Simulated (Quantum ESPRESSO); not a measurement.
# Band energies of K₂PdBr₄

```xyz
7
Lattice="7.4324 0.0000 0.0000 0.0000 7.4324 0.0000 0.0000 0.0000 4.3321" Properties=species:S:1:pos:R:3 pbc="T T T"
K      0.0000     3.7162     2.1660
K      3.7162     0.0000     2.1660
Br     5.6934     5.6934     0.0000
Br     1.7390     1.7390     0.0000
Br     1.7390     5.6934     0.0000
Br     5.6934     1.7390     0.0000
Pd     0.0000     0.0000     0.0000
```

PBEsol (Quantum ESPRESSO, PseudoDojo norm-conserving, 82 Ry, scalar-relativistic); path ΓXMΓZRAZ,XR,MA; energies in eV from the valence-band maximum.

```csv
k (1/Å),point,band 28,band 29,band 30,band 31,band 32,band 33,band 34,band 35
0.00,Γ,-0.88,-0.79,-0.46,-0.08,-0.08,2.02,3.66,4.89
0.21,,-0.78,-0.67,-0.62,-0.09,-0.04,1.84,4.05,5.24
0.42,X,-0.83,-0.77,-0.62,-0.11,0.00,1.68,4.77,4.97
0.63,,-0.97,-0.75,-0.37,-0.07,-0.01,1.38,5.05,5.25
0.85,M,-1.11,-0.74,-0.27,-0.03,-0.03,1.11,5.56,5.56
1.04,,-0.95,-0.75,-0.35,-0.04,-0.04,1.36,4.84,5.73
1.24,,-0.77,-0.63,-0.56,-0.06,-0.06,1.81,4.03,5.20
1.44,Γ,-0.88,-0.79,-0.46,-0.08,-0.08,2.02,3.66,4.89
1.62,,-0.86,-0.68,-0.45,-0.12,-0.12,2.03,3.92,5.06
1.81,,-0.80,-0.48,-0.40,-0.23,-0.23,2.04,4.52,5.24
1.99,,-0.74,-0.36,-0.31,-0.31,-0.27,2.06,4.45,5.25
2.17,Z,-0.71,-0.34,-0.34,-0.34,-0.18,2.07,4.17,5.68
2.38,,-0.58,-0.55,-0.40,-0.33,-0.15,1.90,4.37,6.10
2.59,R,-0.84,-0.54,-0.46,-0.31,-0.13,1.75,4.65,6.17
3.01,A,-1.27,-0.42,-0.42,-0.34,-0.11,1.26,5.00,6.71
3.21,,-0.97,-0.40,-0.40,-0.39,-0.12,1.48,4.78,6.51
3.41,,-0.56,-0.51,-0.36,-0.36,-0.15,1.88,4.36,6.08
3.61,Z,-0.71,-0.34,-0.34,-0.34,-0.18,2.07,4.17,5.68
3.61,X,-0.83,-0.77,-0.62,-0.11,0.00,1.68,4.77,4.97
3.76,,-0.83,-0.71,-0.60,-0.15,-0.04,1.68,4.89,5.12
4.05,,-0.83,-0.57,-0.36,-0.33,-0.22,1.72,5.12,5.93
4.19,,-0.83,-0.55,-0.43,-0.29,-0.19,1.74,4.80,6.17
4.34,R,-0.84,-0.54,-0.46,-0.31,-0.13,1.75,4.65,6.17
4.34,M,-1.11,-0.74,-0.27,-0.03,-0.03,1.11,5.56,5.56
4.52,,-1.18,-0.63,-0.28,-0.11,-0.11,1.13,5.61,5.90
4.70,,-1.21,-0.41,-0.31,-0.26,-0.26,1.18,5.51,6.62
5.06,A,-1.27,-0.42,-0.42,-0.34,-0.11,1.26,5.00,6.71
```

The PBEsol gap is indirect, 1.11 eV, from X to M; the smallest direct gap is 1.14 eV.

Spin-orbit splittings are left out.

Geometry of the Materials Project entry, not relaxed at this level.
